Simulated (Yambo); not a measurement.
BaTiO3 (space group R3m, No. 160), G0W0@LDA in Yambo (4×4×4 mesh, plasmon pole; 8 Ry block, no terminator). The number N of bands in W and G is varied.

| N | x = 1/N | gap Z → Γ (eV) | shift of the valence edge (eV) |
|---|---|---|---|
| 51 | 0.01961 | 4.242 | 0.232 |
| 73 | 0.01370 | 4.190 | 0.064 |
| 99 | 0.01010 | 4.148 | -0.065 |
| 127 | 0.00787 | ? | ? |

Question: Basis-set arguments suggest E = E∞ + A x. Fix A and E∞ from the two rows above the withheld one, predict the row at 127 bands, and test the form.

Answer: Gap: A = (4.148 − (4.190))/(0.01010 − 0.01370) = 11.7, E∞ = 4.030 eV, so 4.122 eV is predicted; the run gave 4.128 eV (miss 6 meV). The first two rows have slope 8.80, so the form doesn't hold yet over the whole range. Shift: A = (-0.065 − (0.064))/(0.01010 − 0.01370) = 35.8, E∞ = -0.427 eV, so -0.145 eV is predicted; the run gave -0.165 eV (miss 20 meV). The first two rows have slope 28.4, so the form doesn't hold yet over the whole range. The other settings are held fixed.

Geometry of the Materials Project entry, not relaxed at this level; primitive cell a = 4.034 Å, b = 4.034 Å, c = 4.034 Å, α = 89.84°, β = 89.84°, γ = 89.84°.

A shift is the quasiparticle energy of the state minus its LDA energy.
